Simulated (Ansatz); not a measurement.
GaBi (L1₀ or tetragonal B2, P4/mmm), DFT-PBE in the program Ansatz with PAW potentials, all energies at zero smearing, with the estimated change up to a 700 eV cutoff added, with one set of potentials and settings (totals compare only within such a set). Cell of 2 atoms (1 Ga, 1 Bi): -16179.384 eV.

```csv
element,reference phase,E (eV/atom)
Ga,"Cmce, 4 atoms in the cell",-3783.0209
Bi,"R-3m, 2 atoms in the cell",-12396.5536
```

Formation energy per atom, worked out: (-16179.384 − 1×(-3783.0209) − 1×(-12396.5536))/2 = 0.095 eV/atom (9 kJ per mol of atoms), at 0 K, without zero-point energy or fitted corrections.

The cell is a constructed one: a structure type filled with these elements; neither database checked (COD, Materials Project) lists it. Whether it is the stable phase at ambient conditions was not checked. The cell keeps a stress of up to 0.3 GPa. Symmetry was held in the PBE relaxation; whether a distortion lowers the energy is not shown. The references are the lowest solids computed at this level, not always the standard phases. Scalar-relativistic: spin–orbit coupling is off unless named, which matters more the heavier the elements.

Potentials: the later of the program's two PAW sets.
